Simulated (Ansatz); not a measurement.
Relaxed Al₂Cu (Al2Cu type, space group I4/mcm):

```yaml
crystal:
  lattice:
    - [-3.00102, 3.00102, 2.40723]
    - [3.00102, -3.00102, 2.40723]
    - [3.00102, 3.00102, -2.40723]
  atoms:
    - { symbol: Al, position: [0.65893, 0.15893, 0.81786] }
    - { symbol: Al, position: [0.84107, 0.65893, 0.50000] }
    - { symbol: Al, position: [0.15893, 0.34107, 0.50000] }
    - { symbol: Al, position: [0.34107, 0.84107, 0.18214] }
    - { symbol: Cu, position: [0.25000, 0.25000, 0.00000] }
    - { symbol: Cu, position: [0.75000, 0.75000, 0.00000] }
```

In each cell atom 1 (Al, nearest neighbour Cu at 2.559 Å; its periodic images, 4.8 Å or more away, move with it) moves by s·(0.707, 0.707, 0.000) (along Cartesian [110]), the rest being held.

The numbers are results of PBEsol (plane waves to 420 eV, PAW, scalar-relativistic; Ansatz, an electronic-structure program), not measurements. k mesh 10×10×10 (Γ-centred), Fermi-Dirac smearing 0.05 eV. E stands for the smeared free energy. With partly filled bands, energies and forces of such displacements shift with the k mesh and the smearing. Al2Cu is run without spin polarisation. Al2Cu was relaxed with its symmetry unable to fall. The PAW data are Ansatz's earlier set. The zero of ΔE is the undisplaced structure. The last digit holds for this mesh only.

```tsv
s (Å)	ΔE (meV/cell)
-0.260	210.7
-0.208	129.3
-0.156	70.1
-0.104	30.3
-0.052	7.7
0.000	0.0
0.052	5.6
0.104	22.8
0.156	withheld
0.208	86.7
0.260	130.7
```

Fit a polynomial form (powers 2, 3, 4) to the given rows and predict ΔE at s = 0.156.

Least squares on the 10 given rows: ΔE = (2466)·s² + (-2302)·s³ + (866.5)·s⁴, in meV/cell with s in Å; root-mean-square residual 0.76 meV/cell. At 0.156 the fit gives 51.8 meV/cell; the calculation gives 50.3 meV/cell, so the interpolation is off by 1.5 (+3.0 %). The quadratic term alone would give 60.0 meV/cell.

(A displaced cell: forces are minus the slopes of the energy, force constants its curvatures, and phonons follow from these.)
